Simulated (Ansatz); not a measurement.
Re:
```
Re
1.0
    2.77758     0.00000     0.00000
   -1.38879     2.40546     0.00000
    0.00000     0.00000    13.42429
Re
6
Direct
  0.00000   0.00000   0.66668
  0.33333   0.66667   0.83319
  0.00000   0.00000   0.00000
  0.33333   0.66667   0.16681
  0.00000   0.00000   0.33332
  0.66667   0.33333   0.50000
```

Relaxed with PBE. Special points in fractions of this cell's reciprocal vectors: Γ (0.000, 0.000, 0.000); M (0.500, 0.000, 0.000); K (0.333, 0.333, 0.000); A (0.000, 0.000, 0.500); L (0.500, 0.000, 0.500); H (0.333, 0.333, 0.500).

List the band energies nearest the Fermi level at these points for DFT-PBE with spin–orbit coupling in the program Ansatz with PAW potentials.

In eV from the Fermi level; about four levels below and three above (degenerate sets whole), none deeper than 8.9 eV; points with the same levels are listed once.

| k | below | above |
|---|---|---|
| Γ | -0.93 -0.93 -0.60 -0.60 | 0.38 0.38 0.43 0.43 |
| M | -0.75 -0.75 -0.19 -0.19 | 0.25 0.25 0.89 0.89 |
| K | -0.20 -0.18 -0.15 -0.12 | 0.06 0.18 0.51 |
| A | -0.47 -0.47 -0.39 -0.39 | 0.64 0.64 0.86 0.86 |
| L | -0.56 -0.56 -0.28 -0.28 | 0.27 0.27 0.33 0.33 |
| H | -0.21 -0.18 -0.14 -0.12 | 0.08 0.09 0.86 |

Space group P-6m2. The start of the workflow was typed in or built on a structure type; neither database checked (COD, Materials Project) lists it. It is not the phase usual at ambient conditions (space group No. 194). Symmetry was held in the PBE relaxation; its stability against distortions is not shown here. The run is not spin-polarised.

Potentials: the earlier of the program's two PAW sets.
